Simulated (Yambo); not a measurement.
WO₃ (space group P4/nmm, No. 129), G0W0@PBEsol in Yambo with this input:

```
rim_cut
gw0
dyson
el_el_corr
HF_and_locXC
ppa
em1d
RandQpts= 1000000
RandGvec= 1 Ry
EXXRLvcs= 84 Ry
VXCRLvcs= 336 Ry
Chimod= "HARTREE"
% BndsRnXp
 3 | 217 |
%
NGsBlkXp= 8 Ry
% LongDrXp
 1.0 | 1.0 | 1.0 |
%
PPAPntXp= 27.2114 eV
% GbndRnge
 1 | 217 |
%
GTermKind= "BG"
DysSolver= "n"
ExtendOut
```

On a 2×2×4 mesh, with wavefunctions cut at 84 Ry, the gap (Z → Γ) is 1.711 eV and the valence edge shifts by -0.224 eV.

Q: What happens with this change: 3 Ry block?

A: The gap rises by 0.266 eV, to 1.977 eV; the shift of the valence edge becomes -0.218 eV. Neither run is shown to be the converged limit.

Spin-orbit coupling is not included.

Geometry of the Materials Project entry, not relaxed at this level; primitive cell a = b = 5.325 Å, c = 3.944 Å, α = β = γ = 90.00°.

A shift is the quasiparticle energy of the state minus its PBEsol energy.
